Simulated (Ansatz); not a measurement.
CdS:
```yaml
crystal:
  lattice:
    - [0.00000, 2.72674, 2.72674]
    - [2.72674, 0.00000, 2.72674]
    - [2.72674, 2.72674, 0.00000]
  atoms:
    - { symbol: Cd, position: [0.50000, 0.50000, 0.50000] }
    - { symbol: S, position: [0.00000, 0.00000, 0.00000] }
```

Relaxed with r²SCAN. Special points in fractions of this cell's reciprocal vectors: Γ (0.000, 0.000, 0.000); X (0.500, 0.000, 0.500); U (0.625, 0.250, 0.625); K (0.375, 0.375, 0.750); L (0.500, 0.500, 0.500); W (0.500, 0.250, 0.750).

**Question.** List the band energies nearest the valence-band maximum at these points for plane-wave PAW r²SCAN (Ansatz code).

**Answer.** In eV from the valence-band maximum; about four levels below and three above (degenerate sets whole), none deeper than 8.9 eV; … stands for higher levels left out; points with the same levels are listed once.

```
k                                            below            above
-  -----------------------------------------------  ---------------
Γ  -7.90 -7.90 -7.90 -7.90 -7.90 -0.78 -0.78 -0.78           1.60 …
X                          -6.89 -4.34 -2.21 -2.21  0.75 6.40 10.74
U                          -7.20 -3.73 -3.53 -1.43   2.60 7.08 9.32
L                      -7.70 -7.70 -4.92 0.00 0.00   4.04 6.43 6.43
W                          -7.09 -3.29 -3.29 -2.81      3.89 7.42 …
```

Space group Fm-3m (rock salt). This is a known high-pressure phase of the composition, computed here at zero pressure and temperature. Symmetry was held in the r²SCAN relaxation; whether a distortion lowers the energy is not shown. Spin–orbit coupling is left out wherever it is not named.

Potentials: the later of the program's two PAW sets.
